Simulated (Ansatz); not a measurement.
Li:
```
Li
1.0
   -3.43339     3.43339     3.43339
    3.43339    -3.43339     3.43339
    3.43339     3.43339    -3.43339
Li
8
Direct
  0.00012   0.50000   0.00000
  0.50000   0.00000   0.50012
  0.00000   0.00012   0.50000
  0.99988   0.99988   0.99988
  0.49988   0.49988   0.49988
  0.00000   0.50012   0.50000
  0.50000   0.00000   0.00012
  0.50012   0.50000   0.00000
```

Relaxed with PBEsol.

Problem. Which orbitals make up the states near the Fermi level in plane-wave PAW PBEsol (Ansatz code)?

Solution. Within 0.5 eV of the Fermi level: Li 2s 63 %, outside the projected shells 37 %. Projections are on Löwdin-orthogonalised atomic valence shells; empty p or d shells of many metals are not among them.

Problem. Tabulate the density of states.

Solution. States/eV per cell of 8 atoms, in 0.25 eV bins, energy from the Fermi level.

```
E (eV)  total  Li 2s  Li 1s
------  -----  -----  -----
-3.70    0.00   0.00   0.00
-3.45    0.57   0.53   0.04
-3.20    1.05   0.98   0.07
-2.95    1.35   1.27   0.07
-2.70    1.60   1.52   0.07
-2.45    1.86   1.78   0.06
-2.20    1.93   1.85   0.05
-1.95    2.22   2.13   0.04
-1.70    2.39   2.29   0.02
-1.45    2.47   2.34   0.01
-1.20    2.77   2.59   0.00
-0.95    2.77   2.53   0.00
-0.70    3.09   2.71   0.00
-0.45    3.25   2.69   0.01
-0.20    3.96   3.00   0.02
0.05     3.21   2.06   0.02
0.30     5.05   2.43   0.03
0.55     4.01   1.64   0.03
0.80     4.06   1.49   0.03
1.05     3.28   0.99   0.02
1.30     2.92   0.80   0.02
1.55     2.41   0.47   0.01
1.80     2.08   0.37   0.01
2.05     1.62   0.25   0.01
2.30     1.11   0.17   0.01
2.55     0.87   0.12   0.00
2.80     1.11   0.12   0.00
3.05     1.66   0.27   0.01
3.30     5.59   2.59   0.05
3.55     5.37   2.24   0.05
3.80     4.74   1.55   0.03
4.05     4.24   1.03   0.02
4.30     3.80   0.72   0.01
4.55     3.77   0.54   0.01
4.80     3.00   0.37   0.01
```

Space group Im-3m (bcc (W type)). The cell was relaxed with PBEsol under the symmetry of its start; of distortions, only those at the zone centre were tested.

Potentials: the later of the program's two PAW sets.
